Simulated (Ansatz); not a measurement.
Li2S (anti-fluorite, Fm-3m), the program Ansatz at the PBE level (PAW). The conduction-band minimum lies at X, with 3 equivalent valleys. Second derivatives d²E/dk² of the lowest band at one valley (eV·Å²), along Cartesian directions:

```csv
direction,d²E/dk²
[100],11.99
[010],22.31
[001],22.31
[110],17.15
[101],17.15
[011],22.31
```

Q: Find the principal effective masses, the density-of-states mass and the conductivity mass.

A: Off-diagonal terms follow from H_xy = H[110] − (H_xx + H_yy)/2, and m*/mₑ = 7.620 eV·Å² over each eigenvalue: 0.34, 0.34, 0.64. One valley's DOS mass (m₁m₂m₃)^(1/3) = 0.42, conductivity mass 3/(Σ 1/mᵢ) = 0.40 mₑ.

Q: What effective density of states Nc follows at 300 K for parabolic valleys?

A: Nc = 2.509e19 × 3 × (0.42)^(3/2) ≈ 2.0e19 cm⁻³.

Symmetry was held in the PBE relaxation.

Potentials: the later of the program's two PAW sets.

Edges and masses are those of Kohn–Sham bands, whose gap is no quasiparticle gap.
